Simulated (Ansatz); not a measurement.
A relaxed cell of Zr (P6₃/mmc (No. 194)), relaxed on a k-mesh at least as fine as the one used below. Computed with r2SCAN (plane waves to 500 eV, PAW, scalar-relativistic; Ansatz, a first-principles code). Γ-centred k-mesh 12×6×3 on the run's cell (coarser than for final values), Fermi–Dirac smearing 0.05 eV.

```xyz
8
Lattice="3.2424 0.0000 0.0000 -3.2424 5.6160 0.0000 0.0000 0.0000 10.3648" Properties=species:S:1:pos:R:3 pbc="T T T"
Zr     0.0000     0.0000     0.0000
Zr     1.6212     2.8080     0.0000
Zr     0.0000     0.0000     5.1824
Zr     1.6212     2.8080     5.1824
Zr     0.0000     1.8720     2.5912
Zr    -1.6212     4.6800     2.5912
Zr     1.6212     0.9360     7.7736
Zr     0.0000     3.7440     7.7736
```

The atoms are displaced by (Å):

```json
[
 {"atom": "Zr1", "ux": "-0.029", "uy": "-0.016", "uz": "-0.121"},
 {"atom": "Zr2", "ux": "0.113", "uy": "-0.056", "uz": "-0.004"},
 {"atom": "Zr3", "ux": "-0.055", "uy": "0.147", "uz": "0.065"},
 {"atom": "Zr4", "ux": "-0.090", "uy": "0.076", "uz": "0.094"},
 {"atom": "Zr5", "ux": "0.068", "uy": "0.013", "uz": "0.054"},
 {"atom": "Zr6", "ux": "0.013", "uy": "0.104", "uz": "0.071"},
 {"atom": "Zr7", "ux": "0.084", "uy": "-0.164", "uz": "0.010"},
 {"atom": "Zr8", "ux": "-0.040", "uy": "0.038", "uz": "-0.059"}
]
```

Question: What forces (eV/Å) and pressure result?

Answer: 
| atom | Fx | Fy | Fz |
|---|---|---|---|
| Zr1 | 0.29 | -0.21 | 0.92 |
| Zr2 | -0.34 | 0.19 | 0.03 |
| Zr3 | 0.02 | -0.25 | -0.44 |
| Zr4 | 0.07 | 0.10 | -0.30 |
| Zr5 | -0.09 | 0.28 | -0.19 |
| Zr6 | 0.03 | -0.33 | -0.30 |
| Zr7 | -0.30 | 0.96 | -0.12 |
| Zr8 | 0.32 | -0.74 | 0.41 |

Pressure +0.3 GPa.

Question: Estimate the energy cost of the displacement in the harmonic approximation and compare with the calculation.

Answer: For a harmonic well ΔE = −½ Σ F·u = 0.288 eV a cell, or 36 meV/atom. The calculated energy relative to the undisplaced cell is +0.04 eV/atom, so the harmonic estimate holds well.

No spin polarisation in the result.

The run that gave the undisplaced cell could not lose the symmetry of its start; a randomly shaken copy of 8 atoms returns to this structure.

The relaxed structure here is a generated cell of Zr: the first start was made by placing the elements on the sites of a structure type, and the end was not matched to a known phase here, so it may be hypothetical. A known form of Zr has the same space group but another cell.
